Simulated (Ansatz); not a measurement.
Ag in space group Fd-3m (No. 227; Ag on 8a, Ag on 16d), a = 7.7213 Å, b = 7.7213 Å, c = 7.7213 Å, α = 90.00°, β = 90.00°, γ = 90.00°; the cell used has 6 atoms.

Relaxed with PBE.

Which orbitals make up the states near the Fermi level in PBE (plane waves, PAW; program Ansatz)?

Within 0.5 eV of the Fermi level: Ag 5s 62 %, Ag 4d 16 %, outside the projected shells 22 %. Projections are on Löwdin-orthogonalised atomic valence shells; empty p or d shells of many metals are not among them.

Tabulate the density of states.

States/eV per cell of 6 atoms, in 0.25 eV bins, energy from the Fermi level.

| E (eV) | total | Ag 4d | Ag 5s | Ag 4p |
|---|---|---|---|---|
| -7.60 | 0.00 | 0.00 | 0.00 | 0.00 |
| -7.35 | 0.24 | 0.10 | 0.13 | 0.00 |
| -7.10 | 0.62 | 0.30 | 0.30 | 0.00 |
| -6.85 | 1.07 | 0.61 | 0.44 | 0.00 |
| -6.60 | 2.06 | 1.37 | 0.66 | 0.01 |
| -6.35 | 2.23 | 1.55 | 0.65 | 0.01 |
| -6.10 | 2.24 | 1.50 | 0.72 | 0.01 |
| -5.85 | 7.18 | 6.10 | 1.04 | 0.01 |
| -5.60 | 13.89 | 12.24 | 1.59 | 0.02 |
| -5.35 | 17.65 | 15.82 | 1.75 | 0.02 |
| -5.10 | 16.77 | 15.52 | 1.16 | 0.02 |
| -4.85 | 15.32 | 14.31 | 0.91 | 0.02 |
| -4.60 | 17.29 | 16.18 | 0.96 | 0.02 |
| -4.35 | 18.46 | 17.26 | 1.01 | 0.02 |
| -4.10 | 18.14 | 17.03 | 0.96 | 0.02 |
| -3.85 | 27.33 | 26.22 | 0.88 | 0.02 |
| -3.60 | 20.04 | 19.63 | 0.33 | 0.01 |
| -3.35 | 26.68 | 26.29 | 0.32 | 0.01 |
| -3.10 | 26.41 | 26.02 | 0.34 | 0.01 |
| -2.85 | 8.83 | 8.24 | 0.55 | 0.01 |
| -2.60 | 4.79 | 4.26 | 0.49 | 0.01 |
| -2.35 | 3.28 | 2.58 | 0.66 | 0.01 |
| -2.10 | 1.42 | 0.67 | 0.71 | 0.01 |
| -1.85 | 1.29 | 0.52 | 0.72 | 0.01 |
| -1.60 | 1.46 | 0.52 | 0.87 | 0.01 |
| -1.35 | 1.41 | 0.44 | 0.88 | 0.01 |
| -1.10 | 1.53 | 0.42 | 0.98 | 0.01 |
| -0.85 | 1.50 | 0.36 | 0.98 | 0.01 |
| -0.60 | 1.54 | 0.32 | 1.02 | 0.01 |
| -0.35 | 1.66 | 0.31 | 1.08 | 0.00 |
| -0.10 | 1.72 | 0.28 | 1.09 | 0.00 |
| 0.15 | 1.80 | 0.26 | 1.09 | 0.00 |
| 0.40 | 1.71 | 0.20 | 0.99 | 0.00 |
| 0.65 | 1.78 | 0.19 | 0.99 | 0.00 |
| 0.90 | 1.64 | 0.16 | 0.83 | 0.00 |
| 1.15 | 1.84 | 0.16 | 0.80 | 0.00 |
| 1.40 | 2.08 | 0.15 | 0.71 | 0.00 |
| 1.65 | 2.17 | 0.13 | 0.64 | 0.00 |
| 1.90 | 1.81 | 0.10 | 0.49 | 0.00 |
| 2.15 | 1.61 | 0.08 | 0.39 | 0.00 |
| 2.40 | 0.84 | 0.04 | 0.24 | 0.00 |
| 2.65 | 0.61 | 0.03 | 0.20 | 0.00 |
| 2.90 | 0.66 | 0.03 | 0.21 | 0.00 |
| 3.15 | 0.91 | 0.04 | 0.28 | 0.00 |
| 3.40 | 2.09 | 0.11 | 1.05 | 0.00 |
| 3.65 | 2.18 | 0.10 | 1.09 | 0.00 |
| 3.90 | 1.76 | 0.07 | 0.79 | 0.00 |
| 4.15 | 1.73 | 0.06 | 0.79 | 0.00 |
| 4.40 | 2.13 | 0.07 | 0.97 | 0.00 |
| 4.65 | 2.11 | 0.06 | 0.94 | 0.00 |

The start of the workflow was typed in or built on a structure type; neither database checked (COD, Materials Project) lists it. It is not the phase usual at ambient conditions (space group No. 225). The cell was relaxed with PBE under the symmetry of its start; whether a distortion lowers the energy is not shown. The run is not spin-polarised. Spin–orbit coupling is left out wherever it is not named.

Potentials: the earlier of the program's two PAW sets.
